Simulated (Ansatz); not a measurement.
The relaxed structure here is a generated cell of SiO2: the first start was made by placing the elements on the sites of a structure type, and the end was not matched to a known phase here, so it may be hypothetical. Known forms of SiO2 include space group No. 92, 136, 152, 154.

A relaxed cell of SiO$_{2}$ (P-62m (No. 189)), relaxed on a k-mesh at least as fine as the one used below. All values below come from PBE (plane waves to 420 eV, PAW, scalar-relativistic; Ansatz, a first-principles code). Γ-centred k-mesh 5×5×6 on the run's cell (coarser than for final values), Fermi–Dirac smearing 0.05 eV.

```
SiO2
1.0
    5.17466     0.00000     0.00000
   -2.58733     4.48139     0.00000
    0.00000     0.00000     4.20245
O Si
6 3
Direct
  0.38422   0.00000   0.00000
  0.00000   0.38422   0.00000
  0.61578   0.61578   0.00000
  0.69172   0.00000   0.50000
  0.00000   0.69172   0.50000
  0.30828   0.30828   0.50000
  0.00000   0.00000   0.50000
  0.33333   0.66667   0.00000
  0.66667   0.33333   0.00000
```

The atoms are displaced along an unstable phonon of this cell by (Å):

```
atom     ux     uy      uz
----  -----  -----  ------
O1    0.000  0.000   0.068
O2    0.000  0.000   0.068
O3    0.000  0.000   0.068
O4    0.000  0.000   0.089
O5    0.000  0.000   0.089
O6    0.000  0.000   0.089
Si7   0.000  0.000   0.032
Si8   0.000  0.000  -0.150
Si9   0.000  0.000  -0.150
```

### Question
What forces (eV/Å) and pressure result?

### Answer
```json
[
 {"atom": "O1", "Fx": "0.23", "Fy": "0.00", "Fz": "0.48"},
 {"atom": "O2", "Fx": "-0.11", "Fy": "0.20", "Fz": "0.48"},
 {"atom": "O3", "Fx": "-0.11", "Fy": "-0.20", "Fz": "0.48"},
 {"atom": "O4", "Fx": "-0.16", "Fy": "0.00", "Fz": "0.81"},
 {"atom": "O5", "Fx": "0.08", "Fy": "-0.14", "Fz": "0.81"},
 {"atom": "O6", "Fx": "0.08", "Fy": "0.14", "Fz": "0.81"},
 {"atom": "Si7", "Fx": "0.00", "Fy": "0.00", "Fz": "0.50"},
 {"atom": "Si8", "Fx": "0.00", "Fy": "0.00", "Fz": "-2.19"},
 {"atom": "Si9", "Fx": "0.00", "Fy": "0.00", "Fz": "-2.19"}
]
```

Pressure -2.5 GPa.

### Question
Estimate the energy cost of the displacement in the harmonic approximation and compare with the calculation.

### Answer
For a harmonic well ΔE = −½ Σ F·u = -0.494 eV a cell, or -55 meV/atom. The calculated energy relative to the undisplaced cell is -0.061 eV/atom, so the harmonic estimate holds well.

The undisplaced cell is probably no minimum: from this displacement the run went on to P-3m1 (No. 164), 0.688 eV/atom below it.

No spin polarisation in the result.
